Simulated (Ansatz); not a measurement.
Geometry optimisation in Ansatz: input, command and trajectory.

```yaml
crystal:
  lattice:
    - [4.54304795, 0.0, 0.0]
    - [0.0, 3.0064287904, 0.0]
    - [0.0, 0.0, 4.6384901338]
  atoms:
    - { symbol: Ta, position: [0.75, 0.0, 0.687] }
    - { symbol: Ta, position: [0.25, 0.0, 0.313] }
    - { symbol: Si, position: [0.75, 0.5, 0.188] }
    - { symbol: Si, position: [0.25, 0.5, 0.812] }
basis:
  ecutwfc: 420
kpoints:
  mp_grid: { grid: [4, 6, 4] }
hamiltonian:
  xc: pbe
scf:
  occupations: { method: gaussian, width: 0.1 }
  lower_state_search: "off"
output:
  forces: true
  stress: true
  eigenvalues: true
relax:
  adjacent_minimum: "off"
  f_tol: 0.04
  max_steps: 70
  cell: { stress_tol: 0.4 }
```

```bash
ansatz run input.yaml --threads 1 --pin off --max-ram 2560MiB --backend cpu --events-out ev --progress --plain --runs-dir out
```

All numbers below come from DFT PBE, scalar-relativistic, plane waves, PAW (Ansatz).

Of 8 frames 7 are shown, positions in Å and forces in eV/Å; the SCF threshold varies from step to step. Steps run on the plane waves of an earlier cell, with a Pulay correction in the pressure. The basis is chosen afresh for the last frame, the zero of the energies, and at times for earlier ones too; energy and pressure step there, also at an unchanged geometry.

```xyz
4
Lattice="4.5430 0.0000 0.0000 0.0000 3.0064 0.0000 0.0000 0.0000 4.6385" Properties=species:S:1:pos:R:3:forces:R:3 pbc="T T T" step=1 free_energy_over_end_meV_per_atom=70.50 pressure_GPa=-1.30
Ta    3.4073    0.0000    3.1866    0.0000    0.0000    1.0460
Ta    1.1358    0.0000    1.4518    0.0000    0.0000   -1.0460
Si    3.4073    1.5032    0.8720    0.0000    0.0000   -0.0612
Si    1.1358    1.5032    3.7665    0.0000    0.0000    0.0612
4
Lattice="4.7055 0.0000 0.0000 0.0000 2.8592 0.0000 0.0000 0.0000 4.6175" Properties=species:S:1:pos:R:3:forces:R:3 pbc="T T T" step=2 free_energy_over_end_meV_per_atom=14.22 pressure_GPa=1.68
Ta    3.5291    0.0000    3.3203    0.0000    0.0000   -0.4277
Ta    1.1764    0.0000    1.2973    0.0000    0.0000    0.4277
Si    3.5291    1.4296    0.9244    0.0000    0.0000    0.6380
Si    1.1764    1.4296    3.6931    0.0000    0.0000   -0.6380
4
Lattice="4.6968 0.0000 0.0000 0.0000 2.8942 0.0000 0.0000 0.0000 4.6214" Properties=species:S:1:pos:R:3:forces:R:3 pbc="T T T" step=3 free_energy_over_end_meV_per_atom=3.72 pressure_GPa=-0.54
Ta    3.5226    0.0000    3.3265    0.0000    0.0000    0.0005
Ta    1.1742    0.0000    1.2949    0.0000    0.0000   -0.0005
Si    3.5226    1.4471    0.9774    0.0000    0.0000    0.1349
Si    1.1742    1.4471    3.6440    0.0000    0.0000   -0.1349
4
Lattice="4.7104 0.0000 0.0000 0.0000 2.8778 0.0000 0.0000 0.0000 4.6051" Properties=species:S:1:pos:R:3:forces:R:3 pbc="T T T" step=4 free_energy_over_end_meV_per_atom=1.89 pressure_GPa=0.79
Ta    3.5328    0.0000    3.3829    0.0000    0.0000    0.0471
Ta    1.1776    0.0000    1.2222    0.0000    0.0000   -0.0471
Si    3.5328    1.4389    1.0644    0.0000    0.0000   -0.0429
Si    1.1776    1.4389    3.5406    0.0000    0.0000    0.0429
4
Lattice="4.6846 0.0000 0.0000 0.0000 2.8865 0.0000 0.0000 0.0000 4.6269" Properties=species:S:1:pos:R:3:forces:R:3 pbc="T T T" step=5 free_energy_over_end_meV_per_atom=0.50 pressure_GPa=0.20
Ta    3.5134    0.0000    3.4043    0.0000    0.0000    0.0336
Ta    1.1711    0.0000    1.2226    0.0000    0.0000   -0.0336
Si    3.5134    1.4433    1.0704    0.0000    0.0000   -0.0220
Si    1.1711    1.4433    3.5565    0.0000    0.0000    0.0220
4
Lattice="4.6522 0.0000 0.0000 0.0000 2.8876 0.0000 0.0000 0.0000 4.6595" Properties=species:S:1:pos:R:3:forces:R:3 pbc="T T T" step=6 free_energy_over_end_meV_per_atom=0.09 pressure_GPa=0.04
Ta    3.4891    0.0000    3.4442    0.0000    0.0000   -0.0132
Ta    1.1630    0.0000    1.2152    0.0000    0.0000    0.0132
Si    3.4891    1.4438    1.0888    0.0000    0.0000   -0.0032
Si    1.1630    1.4438    3.5707    0.0000    0.0000    0.0032
4
Lattice="4.6617 0.0000 0.0000 0.0000 2.8878 0.0000 0.0000 0.0000 4.6514" Properties=species:S:1:pos:R:3:forces:R:3 pbc="T T T" step=8 free_energy_over_end_meV_per_atom=0.00 pressure_GPa=-0.03
Ta    3.4963    0.0000    3.4294    0.0000    0.0000    0.0067
Ta    1.1654    0.0000    1.2220    0.0000    0.0000   -0.0067
Si    3.4963    1.4439    1.0784    0.0000    0.0000   -0.0044
Si    1.1654    1.4439    3.5730    0.0000    0.0000    0.0044
```

The start puts this composition into another compound's structure type, which needn't suit it. At the end the space group is Pmma (tolerance 0.05 Å).

It took 13 s on 1 thread of Intel(R) Xeon(R) 6975P-C (Granite Rapids), on a shared host, peak memory 0.41 GiB.

The k mesh is coarse. Spin–orbit coupling is left out, which can shift energies with elements as heavy as these.